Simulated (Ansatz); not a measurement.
# Al3GaSb4 (I-42m) at 3 levels of theory

One geometry, relaxed with PBE; plane waves with PAW potentials in Ansatz, scalar-relativistic unless the row names spin-orbit coupling. No spin polarisation but for the spin–orbit row. Gaps are the least over mesh and band path; pressure is positive in compression.

```cif
data_structure
_symmetry_space_group_name_H-M 'I-42m'
_symmetry_Int_Tables_number 121
_cell_length_a 6.2225
_cell_length_b 6.2225
_cell_length_c 12.4450
_cell_angle_alpha 90.000
_cell_angle_beta 90.000
_cell_angle_gamma 90.000
_cell_volume 481.86
loop_
_atom_site_label
_atom_site_type_symbol
_atom_site_symmetry_multiplicity
_atom_site_Wyckoff_symbol
_atom_site_fract_x
_atom_site_fract_y
_atom_site_fract_z
_atom_site_occupancy
Al1 Al 2 b 0.50000 0.50000 0.00000 1
Al2 Al 4 d 0.50000 0.00000 0.25000 1
Ga1 Ga 2 a 0.00000 0.00000 0.00000 1
Sb1 Sb 8 i 0.25023 0.25023 0.37497 1
```

| level | cutoff (eV) | k mesh | gap (eV) | pressure (GPa) |
| --- | --- | --- | --- | --- |
| PBE | 420 | 6×6×6 | 0.74 | 0.0 |

What comes out on the same cell with r2SCAN, PBE with spin-orbit coupling?

| level | cutoff (eV) | k mesh | gap (eV) | pressure (GPa) |
| --- | --- | --- | --- | --- |
| r2SCAN | 500 | 6×6×6 | 1.05 | -1.4 |
| PBE with spin-orbit coupling | 420 | 6×6×6 | 0.53 | 0.0 |

Spin-orbit coupling matters for the bands of heavy elements and enters only rows that name it.

It was reached by relaxing an invented guess, and it needn't be the stable form of this composition.
